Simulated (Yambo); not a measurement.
**WSe$_{2}$: sweep of GW parameters**

G0W0@PBE for WSe$_{2}$ (space group P6_3/mmc, No. 194) in Yambo. Reference settings: 3×3×1 Γ-centred k mesh, bands 39 to 399 and a 12 Ry block in the screening, 399 bands in G with the Bruneval-Gonze terminator, plasmon pole fitted at 27.2 eV. The PBE gap Γ → K on this mesh is 1.38 eV; G0W0 gaps are taken between the same points.

```json
[
 {"change from the reference": "reference settings", "G0W0 gap Γ → K (eV)": "1.84", "shift of the valence edge (eV)": "-0.02", "rough Yambo cost": "1"},
 {"change from the reference": "230 bands in W, 230 bands in G", "G0W0 gap Γ → K (eV)": "1.85", "shift of the valence edge (eV)": "0.08", "rough Yambo cost": "about 1/2"},
 {"change from the reference": "230 bands in G", "G0W0 gap Γ → K (eV)": "1.84", "shift of the valence edge (eV)": "-0.02", "rough Yambo cost": "–"},
 {"change from the reference": "7 Ry block", "G0W0 gap Γ → K (eV)": "1.83", "shift of the valence edge (eV)": "0.06", "rough Yambo cost": "about 1/3"},
 {"change from the reference": "no terminator", "G0W0 gap Γ → K (eV)": "1.86", "shift of the valence edge (eV)": "0.08", "rough Yambo cost": "–"}
]
```

The reference isn't shown to be the converged limit. Costs are rough (shared machines), scaled to the same edge states, and given only for runs that recompute the screening. The mesh misses a band edge: along a dense path the PBE gap is 0.88 eV against 1.38 eV on the mesh.

Spin-orbit coupling is left out, which matters for elements this heavy: edges can move by tenths of an eV.

Geometry relaxed with PBE+D3(BJ); primitive cell a = b = 3.280 Å, c = 12.781 Å, α = β = 90.00°, γ = 120.00°.

A shift is the quasiparticle energy of the state minus its PBE energy.

The potentials are those of PseudoDojo's stringent table.
